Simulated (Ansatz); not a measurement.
## How far is PAW off for Hg?

```xyz
3
Lattice="4.4946 0.0000 0.0000 -2.2473 3.8924 0.0000 0.0000 0.0000 3.8700" Properties=species:S:1:pos:R:3 pbc="T T T"
Hg    0.0000    2.5950    1.9350
Hg    0.0000    0.0000    0.0000
Hg    2.2473    1.2975    1.9350
```

Atom numbers follow the list: Hg1, Hg2, Hg3.

The cell comes from COD entry 1538509, which wasn't checked; take it as a given geometry. The listed cell was then made from it by scaling, straining or moving an atom.

Spin–orbit coupling is left out, though it moves levels of the heavy atoms by tenths of an eV or more.

Levels of theory: DFT, PBEsol, PAW with Ansatz's default frozen-core files, scalar-relativistic (Ansatz 0.2.0); DFT, PBEsol, all-electron PAW with datasets made for the crystal, scalar-relativistic (Ansatz 0.2.0); DFT, PBEsol, all-electron LAPW, scalar-relativistic (Ansatz 0.2.0).

For PAW: a Γ-centred 8×8×9 k mesh, Fermi–Dirac smearing of 0.05 eV, cutoff 420 eV, no spin polarisation; the PAW files were made with PBE, and the program remakes their frozen cores for this functional. The crystal-made all-electron datasets (AE datasets) take a cutoff of 300 eV at this cell. LAPW targets a basis error of 0.5 meV/atom. The Ansatz runs share mesh, smearing and spin set-up. Plane-wave (PAW) pressures include the program's estimate of the Pulay term.

Stress and pressure are positive in compression.

The change that made this cell: equal xx and yy strain of -1 %.

Spin–orbit coupling is left out, which moves gradients at and beside heavy atoms by some per cent and at worst by a factor of two.

In a metal, gradients converge slowly with the k mesh: the values move by tens of per cent from one mesh to another, at times in sign, so only the comparison on one mesh counts.

```tsv
quantity	PAW	AE datasets	LAPW
pressure (GPa)	9.97	9.98	9.98
stress xx (GPa)	14.90	14.92	14.92
stress zz (GPa)	0.11	0.10	0.10
largest principal field gradient Vzz at Hg1 (10²¹ V/m²)	27.12	26.82	–
largest principal field gradient Vzz at Hg2 (10²¹ V/m²)	3.40	3.40	–
```

PAW's pressure differs from the LAPW value by about 0.01 GPa or less. Datasets made for the crystal and LAPW share parts of one code, so their agreement isn't an independent check.
